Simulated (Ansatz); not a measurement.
The relaxed structure here is a generated cell of CoSn3: the first start was made by placing the elements on the sites of a structure type, and the end was not matched to a known phase here, so it may be hypothetical.

The start is a generated trial cell of CoSn3 in the AFLOW prototype AB3_tP4_123_a_ce (L6_0, as in Ti3Cu). A full variable-cell relaxation at zero pressure is run with PBE (plane waves to 420 eV, PAW, scalar-relativistic; Ansatz, a program for electronic structure). The first steps use a coarse 7×7×8 k-mesh.

Input geometry:
```
CELL_PARAMETERS angstrom
      4.57332     0.00000     0.00000
      0.00000     4.57332     0.00000
      0.00000     0.00000     3.95298
ATOMIC_POSITIONS crystal
  Sn 0.50000 0.50000 0.00000
  Sn 0.00000 0.50000 0.50000
  Sn 0.50000 0.00000 0.50000
  Co 0.00000 0.00000 0.00000
```
Spin-polarised start, with parallel moments on Co.

```json
{
  "outcome": "The space group goes from P4/mmm (No. 123) to Pm-3m (No. 221); the end is Cu3Au type, with 4 atoms in the primitive magnetic cell",
  "energy_released": "0.04 eV/atom",
  "volume_change": "+9.7 %, from 20.67 to 22.67 Å³/atom",
  "Shortest distances (start → end)": "The closest pairs of elements (up to four, under 3.6 Å), start → end: Sn–Sn 3.02 → 3.18 Å; Co–Sn 3.02 → 3.18 Å",
  "moments_at_the_end": "net 0.37 μB/atom, ferromagnetic",
  "optimiser_moves": "18"
}
```

It ends as:

Space group Pm-3m (No. 221); a = 4.4926 Å, b = 4.4926 Å, c = 4.4926 Å, α = 90.00°, β = 90.00°, γ = 90.00°

```csv
atom,site,symmetry,x,y,z
Sn,3c,4/mm.m,0.0000,0.5000,0.5000
Co,1a,m-3m,0.0000,0.0000,0.0000
```

Final values are on a 10×10×10 k-mesh of the relaxed cell. Spin state reached: ferromagnetic (net 0.37 μB/atom), from parallel starting moments; other spin orders were not run from this start.

The run could not lose the symmetry of its start, so the end can be a saddle point.

All atoms sit on sites fixed by symmetry, so only the cell could relax.
